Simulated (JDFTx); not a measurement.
Mg(0001) slab cut from bulk Mg (space group P6_3/mmc, indices of the conventional cell, lattice of the Materials Project entry mp-153, not re-optimised): 4 atoms in 4 planes, a 1x1 cell of 8.71 Å² (|a| = 3.172, |b| = 3.172 Å), 7.7 Å between the outermost planes, cell height 23.7 Å, 8×8×1 k mesh, Fermi smearing 0.01 Ha, no spin polarisation.

Computed with a modified build of JDFTx: PBE, GBRV ultrasoft potentials, plane waves to 20/100 Ha. Vacuum. The outer atoms relax from bulk positions, keeping the cell's symmetry; the lattice is not PBE's own optimum in this code, and that strain can shift the moves by a few hundredths of an ångström. Input:

```
lattice \
  5.9942491374 -2.9971245687 0.0000000000 \
  0.0000000000 5.1911720373 0.0000000000 \
  0.0000000000 0.0000000000 44.7865091536
coords-type Lattice
ion Mg 0.6666666670 0.3333333330 -0.1626962030 1
ion Mg 0.3333333330 0.6666666670 -0.0542320680 0
ion Mg 0.6666666670 0.3333333330 0.0542320680 0
ion Mg 0.3333333330 0.6666666670 0.1626962030 1
ion-species pseudo/mg_pbe_v1.4.upf
elec-cutoff 20 100
elec-ex-corr gga-PBE
coulomb-interaction Slab 001
coulomb-truncation-embed 0 0 0
kpoint-folding 8 8 1
elec-smearing Fermi 0.01
elec-n-bands 27
electronic-scf nIterations 100 energyDiffThreshold 1e-08
ionic-minimize nIterations 10 energyDiffThreshold 1e-5 knormThreshold 4e-4
dump-name vac.$VAR
dump End State Ecomponents EigStats BandEigs Forces ElecDensity IonicPositions Fillings Kpoints Dtot
```

**Question.** How far do the free atoms of the upper face move along the normal, and how much energy is released?

**Answer.** Mg (atom 4) 0.06 Å (positive: outward). The free energy falls by 0.007 eV per cell, 6 mJ/m².
